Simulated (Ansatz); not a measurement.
Data:

TiC:
```cif
data_CTi
_chemical_formula_sum 'Ti1 C1'
_space_group_name_H-M_alt 'P 1'
_space_group_IT_number 1
_cell_length_a 3.03550
_cell_length_b 3.03550
_cell_length_c 3.03550
_cell_angle_alpha 60.000
_cell_angle_beta 60.000
_cell_angle_gamma 60.000
loop_
_space_group_symop_operation_xyz
  'x, y, z'
loop_
_atom_site_label
_atom_site_type_symbol
_atom_site_fract_x
_atom_site_fract_y
_atom_site_fract_z
_atom_site_occupancy
Ti1 Ti 0.50000 0.50000 0.50000 1
C1 C 0.00000 0.00000 0.00000 1
```

This is the PBEsol-relaxed structure.

Problem. All from PBEsol in the plane-wave PAW code Ansatz, unless another level is named. Estimate the highest zone-centre frequency.

Solution. 16.24 THz.

Problem. Next, the Hill bulk and shear moduli?

Solution. 268 and 189 GPa.

Space group Fm-3m (rock salt). The PBEsol relaxation kept the symmetry of its start. The run is not spin-polarised. As this level gives no gap, shear constants depend on the k-mesh and smearing (Fermi–Dirac, 0.1 eV here). As this level gives no gap, phonon frequencies hold no LO–TO term and depend on the k-mesh and smearing (Fermi–Dirac, 0.1 eV here).

Potentials: the earlier of the program's two PAW sets. The files were generated under PBE; for other functionals the program regenerates the frozen cores, and for LDA and PBEsol the local potential too.
